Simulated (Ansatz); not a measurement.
# Au: a film clamped to a substrate

Level of theory: DFT PBEsol, scalar-relativistic, plane waves, PAW (Ansatz). Cutoff 420 eV, Γ-centred 24×24×12 k-points, Gaussian smearing of 0.15 eV. Spin–orbit coupling is left out, which can shift energies with elements as heavy as these. No spin polarisation. Energies are free energies at this smearing, counted from the undisturbed cell; pressure is positive in compression.

Zero of the scan (relaxed at this level; this form isn't the usual structure):

```
Au
1.0
     2.86519    0.00000    0.00000
    -1.43260    2.48133    0.00000
     0.00000    0.00000    4.79058
Au
2
Direct
  0.33333 0.66667 0.75000
  0.66667 0.33333 0.25000
```

The cell (2 atoms, V0 = 34.06 Å³) is strained by p along both x and y and by q along z, fractional coordinates fixed. τp = (1/V0) ∂E/∂p = (σxx + σyy)(1 + p)(1 + q) and τq = (1/V0) ∂E/∂q = σzz(1 + p)², with tension positive.

```csv
p,q,ΔE (meV/atom),τp (GPa),τq (GPa)
0.000,0.000,0.00,0.02,-0.04
-0.025,0.000,28.27,-22.52,-7.64
0.025,0.000,22.88,16.35,6.37
0.000,-0.025,8.38,-7.50,-6.53
0.000,0.025,6.60,6.63,4.73
```

Get the second derivatives of the energy density.

Central differences give A = ∂τp/∂p = 777 GPa (C11 + C22 + 2 C12), C = ∂τq/∂q = 225 GPa (C33) and the cross term B = ∂τq/∂p = 280 GPa (C13 + C23); ∂τp/∂q = 283 GPa must equal B, and any difference shows higher-order terms. The ions are clamped.

A film of this crystal grows with z along the normal on a substrate that imposes p. How does its thickness respond, and what does the misfit cost?

Count p and q from the stress-free cell. A free surface needs τq = 0, so q = −(B/C) p = -1.24 p. The energy density left is (A − B²/C) p²/2 = M p², with the biaxial modulus M = 214 GPa; a misfit of 1 % costs 2.28 meV/atom, against 4.13 meV/atom if the thickness were held.

In a metal these slopes depend on the k mesh and the smearing.